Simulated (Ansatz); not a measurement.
KF (rock salt)

```xyz
2
Lattice="0.0000 2.6592 2.6592 2.6592 0.0000 2.6592 2.6592 2.6592 0.0000" Properties=species:S:1:pos:R:3 pbc="T T T"
F      0.0000     0.0000     0.0000
K      2.6592     2.6592     2.6592
```

These are r2SCAN (plane waves to 500 eV, PAW, scalar-relativistic; Ansatz, a first-principles code) values and carry that method's errors. DFPT wavenumbers on a 8×8×8 k mesh, in cm⁻¹; i marks imaginary ones, q is in fractions of the reciprocal vectors of the cell shown, and the three acoustic modes at Γ are left out. The non-analytic (LO-TO) term is not included, so polar modes at Γ have their transverse values. KF was relaxed with its symmetry unable to fall.

Problem. Is the structure dynamically stable at Γ, L = (0.5, 0.0, 0.0), X = (0.5, 0.5, 0.0)?

Solution. No imaginary mode at these points (lowest 85 cm⁻¹ at X = (0.5, 0.5, 0.0)); other wave vectors were not tested.

Problem. Predict the phonon wavenumbers at Γ, L = (0.5, 0.0, 0.0), X = (0.5, 0.5, 0.0).

Solution. 
```csv
q,wavenumbers (cm⁻¹)
Γ,193 (×3)
"L = (0.5, 0.0, 0.0)","119 (×2), 177 (×2), 197, 261"
"X = (0.5, 0.5, 0.0)","85 (×2), 167, 200 (×2), 210"
```
